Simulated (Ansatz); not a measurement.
**What moves the field gradients of InSe?**

Cell of run 1: a Materials Project structure (computed, not necessarily an observed phase).

```cif
data_InSe
_symmetry_space_group_name_H-M 'P6_3/mmc'
_symmetry_Int_Tables_number 194
_cell_length_a 4.0417
_cell_length_b 4.0417
_cell_length_c 17.4284
_cell_angle_alpha 90.000
_cell_angle_beta 90.000
_cell_angle_gamma 120.000
loop_
_atom_site_label
_atom_site_type_symbol
_atom_site_symmetry_multiplicity
_atom_site_Wyckoff_symbol
_atom_site_fract_x
_atom_site_fract_y
_atom_site_fract_z
In In 4 f 0.3333 0.6667 0.3303
Se Se 4 f 0.3333 0.6667 0.5973
```

One atom of each set is listed.

Relaxed positions (PBE, cell held):

In (0.3333, 0.6667, 0.3306)
Se (0.3333, 0.6667, 0.5953)

All runs are DFT with Ansatz 0.2.0 (plane waves and PAW, scalar-relativistic unless spin–orbit coupling is named, Γ-centred meshes, Fermi–Dirac smearing where given) in this cell.

Run 1: PBE, atoms as given; 420 eV, 9×9×2 k-points, smearing 0.05 eV.
Run 2: PBE, atoms relaxed; 420 eV, 9×9×2 k-points, smearing 0.05 eV.
Run 3: r2SCAN, at the relaxed atoms; 500 eV, 9×9×2 k-points, smearing 0.05 eV.

(1) What does each run give, and what moves the gradients most?

Answers

(1) 

```
run    In V_zz (η)   Se V_zz (η)
  1  -10.81 (0.00)  -7.96 (0.00)
  2  -10.76 (0.00)  -6.64 (0.00)
  3  -11.70 (0.00)  -6.40 (0.00)
```

V_zz in 10²¹ V/m². Against run 1, the gradient tensors on these sites move by at most 1.33 in run 2 (Se), 1.57 in run 3 (Se). Taken one at a time, the positions of the atoms (as given or relaxed) move the tensors on these sites by up to 1.33 (largest principal value of the change, on Se), the functional (r2SCAN with its higher cutoff) by 0.94 (In).

Without spin–orbit coupling (the program notes it for In) the gradients can shift somewhat, as the gap is small.
